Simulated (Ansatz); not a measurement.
ZnO:
```
ZnO
1.0
    3.23491     0.00000     0.00000
   -1.61745     2.80151     0.00000
    0.00000     0.00000     5.21216
Zn O
2 2
Cartesian
  1.61745   0.93384   2.60826
  0.00000   1.86767   0.00217
  1.61745   0.93384   4.58615
  0.00000   1.86767   1.98006
```

Relaxed with r²SCAN. Special points in fractions of this cell's reciprocal vectors: Γ (0.000, 0.000, 0.000); M (0.500, 0.000, 0.000); K (0.333, 0.333, 0.000); A (0.000, 0.000, 0.500); L (0.500, 0.000, 0.500); H (0.333, 0.333, 0.500).

Q: List the band energies nearest the valence-band maximum at these points for the program Ansatz at the r²SCAN level (PAW).

A: In eV from the valence-band maximum; about four levels below and three above (degenerate sets whole), none deeper than 8.9 eV; points with the same levels are listed once.

```json
[
 {"k": "Γ", "below": "-0.82 -0.82 -0.10 0.00 0.00", "above": "1.23 5.88 8.83"},
 {"k": "M", "below": "-2.87 -2.33 -1.31 -0.87", "above": "6.43 7.39 8.11"},
 {"k": "K", "below": "-3.58 -3.58 -1.96 -1.96 -1.77", "above": "8.15 8.45 8.45"},
 {"k": "A", "below": "-0.40 -0.40 -0.40 -0.40", "above": "3.94 3.94 10.84 10.84"},
 {"k": "L", "below": "-1.55 -1.55 -1.41 -1.41", "above": "6.28 6.28 9.17 9.17"},
 {"k": "H", "below": "-2.74 -2.74 -1.29 -1.29", "above": "8.53 8.53 8.73 8.73"}
]
```

Space group P6_3mc (wurtzite). The cell was relaxed with r²SCAN under the symmetry of its start.

Potentials: the earlier of the program's two PAW sets.
